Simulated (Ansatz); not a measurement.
Bulk CrI₃, relaxed with the program Ansatz at the r²SCAN+D4 level (PAW):

```cif
data_Cr6I18
_chemical_formula_sum 'Cr6 I18'
_space_group_name_H-M_alt 'P 1'
_space_group_IT_number 1
_cell_length_a 6.92082
_cell_length_b 6.92082
_cell_length_c 20.22415
_cell_angle_alpha 90.000
_cell_angle_beta 90.000
_cell_angle_gamma 120.000
loop_
_space_group_symop_operation_xyz
  'x, y, z'
loop_
_atom_site_label
_atom_site_type_symbol
_atom_site_fract_x
_atom_site_fract_y
_atom_site_fract_z
_atom_site_occupancy
Cr1 Cr 0.21341 0.10670 0.00000 1
Cr2 Cr 0.89330 0.10670 0.33333 1
Cr3 Cr 0.89330 0.78659 0.66667 1
Cr4 Cr 0.54664 0.77332 0.00000 1
Cr5 Cr 0.22668 0.77332 0.33333 1
Cr6 Cr 0.22668 0.45336 0.66667 1
I1 I 0.88006 0.79306 0.92297 1
I2 I 0.20694 0.08700 0.25630 1
I3 I 0.91300 0.11994 0.58963 1
I4 I 0.20694 0.11994 0.74370 1
I5 I 0.91300 0.79306 0.41037 1
I6 I 0.88006 0.08700 0.07703 1
I7 I 0.23370 0.43987 0.92280 1
I8 I 0.56013 0.79383 0.25613 1
I9 I 0.20617 0.76630 0.58946 1
I10 I 0.56013 0.76630 0.74387 1
I11 I 0.20617 0.43987 0.41054 1
I12 I 0.23370 0.79383 0.07720 1
I13 I 0.52595 0.44018 0.07793 1
I14 I 0.55982 0.08576 0.41127 1
I15 I 0.91424 0.47405 0.74460 1
I16 I 0.55982 0.47405 0.58873 1
I17 I 0.91424 0.44018 0.25540 1
I18 I 0.52595 0.08576 0.92207 1
```

Question: One layer is taken out and relaxed. What does that cost?

Answer: 58 meV/atom, or 11 meV/Å² of layer. The bulk run started with parallel moments and tried no other order.

Question: What lattice and gap has the free layer?

Answer: a = 6.929 Å; gap 1.51 eV, direct.

Space group P-31m (honeycomb of octahedra). A layer that has been made, often on a substrate. Symmetry was held in the r²SCAN+D4 relaxation; its stability against distortions is not shown here. Spin order of the final state: ferromagnetic, chosen from 4 collinear starts compared on coarse meshes (ties went to the first, and starts can fall back to one state), not a proven ground state. Other orbital occupations within this spin state were not tried. No Hubbard U is applied. Scalar-relativistic: spin–orbit coupling is off unless named, which matters more the heavier the elements.

Potentials: the later of the program's two PAW sets.
